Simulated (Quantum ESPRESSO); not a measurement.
# AlSn3RhMo2Ru: finding a planted mistake in a log

A calculation, not a measurement. The program is pw.x of Quantum ESPRESSO 7.5 (plane-wave density functional theory). The cell is made up: eight metal atoms on a face-centred cubic lattice, with elements, volume, strain and displacements drawn at random and not relaxed, so it may be unstable or far from any real phase. PseudoDojo standard norm-conserving files set the functional (PBE unless stated); there is no spin polarisation or spin-orbit coupling, the Fermi-Dirac width of 0.25 eV means electrons at about 2900 K, and the masses in the input are unused placeholders. The tin pseudopotential is less sure than most, with forces differing by about three percent from a second method on plain tin. A spin test at this wide smearing found no moment, but such smearing suppresses magnetism that the real alloy may have.

Intended input:

```
&control calculation='scf', pseudo_dir='./dojo.nc.sr.pbe.v0_5.standard.upf', outdir='./o', disk_io='minimal', tprnfor=.true., tstress=.true. /
&system ibrav=0, nat=8, ntyp=5, nbnd=66, ecutwfc=87.97787729, nosym=.true., tot_charge=0,
 occupations='smearing', smearing='fd', degauss=0.0183746611
/
&electrons conv_thr=1.470e-08, electron_maxstep=70, mixing_beta=0.5 /
ATOMIC_SPECIES
Al 1.0 Al.upf
Mo 1.0 Mo.upf
Rh 1.0 Rh.upf
Ru 1.0 Ru.upf
Sn 1.0 Sn.upf
CELL_PARAMETERS angstrom
2.0728 4.215 2.0945
2.0652 -4.1966 2.0653
4.0757 -0.0107 -4.0975
ATOMIC_POSITIONS angstrom
Al -0.0251 -0.0365 -0.0792
Sn 1.9953 -0.0214 -2.0906
Rh 2.1 -2.0267 0.0953
Sn 4.1083 -2.083 -1.9295
Mo 2.1042 2.1031 0.0412
Ru 4.0956 2.0367 -2.0223
Sn 2.1112 -0.112 2.0516
Mo 4.0986 -0.0325 -0.0599
K_POINTS automatic
5 5 4 1 1 1
```

The log is shortened where brackets say so; the opening notice, blank lines, dates and the lines on written files are dropped, and the path of the files is cut. It prints rydbergs, bohrs and kilobars, and counts compression as positive stress. Its total energy is the free energy E - TS of the whole cell.

Log of the intended run:

```
     Program PWSCF v.7.5
     Parallel version (MPI & OpenMP), running on       4 processor cores
     Number of MPI processes:                 4
     Threads/MPI process:                     1
     [start-up lines left out]
     bravais-lattice index     =            0
     lattice parameter (alat)  =       9.7187  a.u.
     unit-cell volume          =     962.4133 (a.u.)^3
     number of atoms/cell      =            8
     number of atomic types    =            5
     number of electrons       =       106.00
     number of Kohn-Sham states=           66
     kinetic-energy cutoff     =      87.9779  Ry
     charge density cutoff     =     351.9115  Ry
     scf convergence threshold =      1.5E-08
     mixing beta               =       0.5000
     number of iterations used =            8  plain     mixing
     Exchange-correlation= PBE
                           (   1   4   3   4   0   0   0)
     [axes and pseudopotential details left out]
   Cartesian axes
     site n.     atom                  positions (alat units)
         1        Al     tau(   1) = (  -0.0048805  -0.0070971  -0.0153998  )
         2        Sn     tau(   2) = (   0.3879700  -0.0041611  -0.4065004  )
         3        Rh     tau(   3) = (   0.4083281  -0.3940755   0.0185303  )
         4        Sn     tau(   4) = (   0.7988259  -0.4050226  -0.3751758  )
         5        Mo     tau(   5) = (   0.4091448   0.4089309   0.0080110  )
         6        Ru     tau(   6) = (   0.7963565   0.3960199  -0.3932200  )
         7        Sn     tau(   7) = (   0.4105059  -0.0217775   0.3989171  )
         8        Mo     tau(   8) = (   0.7969398  -0.0063194  -0.0116471  )
     number of k points=    50  Fermi-Dirac smearing, width (Ry)=  0.0184
                       cart. coord. in units 2pi/alat
        k(    1) = (   0.2031530  -0.0003404   0.0451810), wk =   0.0400000
        k(    2) = (   0.3608776   0.0000618  -0.1117188), wk =   0.0400000
     [further k points left out]
     Dense  grid:   107277 G-vectors     FFT dimensions: (  60,  60,  72)
     Estimated max dynamical RAM per process >     356.54 MB
     Estimated total dynamical RAM >       1.32 GB
     Initial potential from superposition of free atoms
     starting charge     105.9887, renormalised to     106.0000
     Starting wfcs are   71 randomized atomic wfcs
     total cpu time spent up to now is       11.7 secs
     per-process dynamical memory:   275.6 Mb
     Self-consistent Calculation
     iteration #  1     ecut=    87.98 Ry     beta= 0.50
     Davidson diagonalization with overlap
     ethr =  1.00E-02,  avg # of iterations =  3.7
     Threshold (ethr) on eigenvalues was too large:
     Diagonalizing with lowered threshold
     Davidson diagonalization with overlap
     ethr =  4.61E-04,  avg # of iterations =  2.1
     total cpu time spent up to now is       61.5 secs
     total energy              =   -1195.09610069 Ry
     estimated scf accuracy    <       0.54155429 Ry
     iteration #  2     ecut=    87.98 Ry     beta= 0.50
     Davidson diagonalization with overlap
     ethr =  5.11E-04,  avg # of iterations =  2.8
     total cpu time spent up to now is       92.3 secs
     total energy              =   -1194.87946460 Ry
     estimated scf accuracy    <       2.48320408 Ry
     [iterations 3 to 11 left out]
     iteration # 12     ecut=    87.98 Ry     beta= 0.50
     Davidson diagonalization with overlap
     ethr =  6.86E-10,  avg # of iterations =  2.3
     total cpu time spent up to now is      326.1 secs
     total energy              =   -1195.25872189 Ry
     estimated scf accuracy    <       0.00000005 Ry
     iteration # 13     ecut=    87.98 Ry     beta= 0.50
     Davidson diagonalization with overlap
     ethr =  4.76E-11,  avg # of iterations =  3.8
     total cpu time spent up to now is      347.8 secs
     End of self-consistent calculation
     [lines on levels left out]
!    total energy              =   -1195.25872189 Ry
     estimated scf accuracy    <          5.5E-09 Ry
     smearing contrib. (-TS)   =      -0.11106270 Ry
     internal energy E=F+TS    =   -1195.14765919 Ry
     The total energy is F=E-TS. E is the sum of the following terms:
     one-electron contribution =    -332.06312694 Ry
     hartree contribution      =     236.81283514 Ry
     xc contribution           =    -247.97309869 Ry
     ewald contribution        =    -851.92426870 Ry
     convergence has been achieved in  13 iterations
     Forces acting on atoms (cartesian axes, Ry/au):
     atom    1 type  1   force =     0.02362678    0.00105070   -0.00118284
     atom    2 type  5   force =    -0.02055605   -0.00560369    0.02777033
     atom    3 type  3   force =    -0.02785011   -0.02176529   -0.00173770
     atom    4 type  5   force =    -0.02880353   -0.02761141   -0.02693754
     atom    5 type  2   force =     0.01013021   -0.01897946   -0.00235202
     atom    6 type  4   force =     0.02315302   -0.00396049   -0.00076351
     atom    7 type  5   force =     0.02186802    0.04757656   -0.01960657
     atom    8 type  2   force =    -0.00156833    0.02929308    0.02480984
     Total force =     0.104780     Total SCF correction =     0.000285
     Computing stress (Cartesian axis) and pressure
          total   stress  (Ry/bohr**3)                   (kbar)     P=       -9.52
   0.00000004   0.00000036   0.00001452            0.01        0.05        2.14
   0.00000036  -0.00015319  -0.00006185            0.05      -22.53       -9.10
   0.00001452  -0.00006185  -0.00004091            2.14       -9.10       -6.02
     init_run     :      8.13s CPU      8.68s WALL (       1 calls)
     electrons    :    331.82s CPU    336.15s WALL (       1 calls)
     forces       :      3.80s CPU      3.86s WALL (       1 calls)
     stress       :     12.24s CPU     12.26s WALL (       1 calls)
     [timing details left out]
     PWSCF        :   5m59.00s CPU   6m 4.03s WALL
     JOB DONE.
```

A second run was made from an input with one planted mistake. Its log:

```
     Program PWSCF v.7.5
     Parallel version (MPI & OpenMP), running on       4 processor cores
     Number of MPI processes:                 4
     Threads/MPI process:                     1
     [start-up lines left out]
     bravais-lattice index     =            0
     lattice parameter (alat)  =       9.7187  a.u.
     unit-cell volume          =     962.4133 (a.u.)^3
     number of atoms/cell      =            8
     number of atomic types    =            5
     number of electrons       =       106.00
     number of Kohn-Sham states=           66
     kinetic-energy cutoff     =      87.9779  Ry
     charge density cutoff     =     351.9115  Ry
     scf convergence threshold =      1.5E-08
     mixing beta               =       0.5000
     number of iterations used =            8  plain     mixing
     Exchange-correlation= PBE
                           (   1   4   3   4   0   0   0)
     [axes and pseudopotential details left out]
   Cartesian axes
     site n.     atom                  positions (alat units)
         1        Al     tau(   1) = (  -0.0048805  -0.0070971  -0.0153998  )
         2        Sn     tau(   2) = (   0.3879700  -0.0041611  -0.4065004  )
         3        Rh     tau(   3) = (   0.4083281  -0.3940755   0.0185303  )
         4        Sn     tau(   4) = (   0.7988259  -0.4050226  -0.3751758  )
         5        Mo     tau(   5) = (   0.4091448   0.4089309   0.0080110  )
         6        Mo     tau(   6) = (   0.7963565   0.3960199  -0.3932200  )
         7        Sn     tau(   7) = (   0.4105059  -0.0217775   0.3989171  )
         8        Ru     tau(   8) = (   0.7969398  -0.0063194  -0.0116471  )
     number of k points=    50  Fermi-Dirac smearing, width (Ry)=  0.0184
                       cart. coord. in units 2pi/alat
        k(    1) = (   0.2031530  -0.0003404   0.0451810), wk =   0.0400000
        k(    2) = (   0.3608776   0.0000618  -0.1117188), wk =   0.0400000
     [further k points left out]
     Dense  grid:   107277 G-vectors     FFT dimensions: (  60,  60,  72)
     Estimated max dynamical RAM per process >     356.54 MB
     Estimated total dynamical RAM >       1.32 GB
     Initial potential from superposition of free atoms
     starting charge     105.9887, renormalised to     106.0000
     Starting wfcs are   71 randomized atomic wfcs
     total cpu time spent up to now is        9.8 secs
     per-process dynamical memory:   284.3 Mb
     Self-consistent Calculation
     iteration #  1     ecut=    87.98 Ry     beta= 0.50
     Davidson diagonalization with overlap
     ethr =  1.00E-02,  avg # of iterations =  3.6
     Threshold (ethr) on eigenvalues was too large:
     Diagonalizing with lowered threshold
     Davidson diagonalization with overlap
     ethr =  4.95E-04,  avg # of iterations =  2.2
     total cpu time spent up to now is       42.6 secs
     total energy              =   -1195.08680937 Ry
     estimated scf accuracy    <       0.57089484 Ry
     iteration #  2     ecut=    87.98 Ry     beta= 0.50
     Davidson diagonalization with overlap
     ethr =  5.39E-04,  avg # of iterations =  2.7
     total cpu time spent up to now is       59.8 secs
     total energy              =   -1194.67516487 Ry
     estimated scf accuracy    <       5.19264241 Ry
     [iterations 3 to 11 left out]
     iteration # 12     ecut=    87.98 Ry     beta= 0.50
     Davidson diagonalization with overlap
     ethr =  1.16E-09,  avg # of iterations =  3.3
     total cpu time spent up to now is      282.3 secs
     total energy              =   -1195.27016996 Ry
     estimated scf accuracy    <       0.00000016 Ry
     iteration # 13     ecut=    87.98 Ry     beta= 0.50
     Davidson diagonalization with overlap
     ethr =  1.52E-10,  avg # of iterations =  2.9
     total cpu time spent up to now is      306.0 secs
     End of self-consistent calculation
     [lines on levels left out]
!    total energy              =   -1195.27016997 Ry
     estimated scf accuracy    <          3.7E-09 Ry
     smearing contrib. (-TS)   =      -0.10701296 Ry
     internal energy E=F+TS    =   -1195.16315702 Ry
     The total energy is F=E-TS. E is the sum of the following terms:
     one-electron contribution =    -336.91798521 Ry
     hartree contribution      =     239.24300882 Ry
     xc contribution           =    -247.97553421 Ry
     ewald contribution        =    -849.51264642 Ry
     convergence has been achieved in  13 iterations
     Forces acting on atoms (cartesian axes, Ry/au):
     atom    1 type  1   force =     0.02889987    0.00082540   -0.00178313
     atom    2 type  5   force =    -0.02383073   -0.00804829    0.03274832
     atom    3 type  3   force =    -0.03290618   -0.02414012    0.00309360
     atom    4 type  5   force =    -0.04232412   -0.01638073   -0.01733475
     atom    5 type  2   force =     0.00422614   -0.02074953    0.00194697
     atom    6 type  2   force =     0.02983411   -0.00356994    0.00766955
     atom    7 type  5   force =     0.02783995    0.05168778   -0.03003999
     atom    8 type  4   force =     0.00826096    0.02037544    0.00369942
     Total force =     0.113311     Total SCF correction =     0.000326
     Computing stress (Cartesian axis) and pressure
          total   stress  (Ry/bohr**3)                   (kbar)     P=      -17.48
  -0.00011653  -0.00004199   0.00011804          -17.14       -6.18       17.36
  -0.00004199  -0.00002652  -0.00014562           -6.18       -3.90      -21.42
   0.00011804  -0.00014562  -0.00021339           17.36      -21.42      -31.39
     init_run     :      8.16s CPU      8.64s WALL (       1 calls)
     electrons    :    294.28s CPU    296.29s WALL (       1 calls)
     forces       :      3.54s CPU      3.60s WALL (       1 calls)
     stress       :     12.48s CPU     12.48s WALL (       1 calls)
     [timing details left out]
     PWSCF        :   5m19.61s CPU   5m22.31s WALL
     JOB DONE.
```

Question: the log repeats what the program read. Compare it with the intended run: what was wrong in the second input?

Answer: two atoms have their elements exchanged. The input lines that differ:

```
- Ru 4.0956 2.0367 -2.0223
+ Mo 4.0956 2.0367 -2.0223
- Mo 4.0986 -0.0325 -0.0599
+ Ru 4.0986 -0.0325 -0.0599
```

|  | intended run | run with the mistake |
| --- | --- | --- |
| free energy (eV) | -16262.323 | -16262.479 |
| entropy term -TS, part of it (eV) | -1.511 | -1.456 |
| pressure (GPa) | -0.95 | -1.75 |
| size of the largest force component (eV/Å) | 1.223 | 1.329 |
| largest change of a force component (eV/Å) |  | 0.543 |
| iterations | 13 | 13 |

For scale, a rerun of the intended cell at a higher cutoff and on a denser mesh moved values by no more than 0.003 eV in energy, 0.05 GPa in stress and 0.007 eV/Å in force, and a second program with other atomic files agreed on that cell to 2 % rms in force and 0.5 GPa in pressure.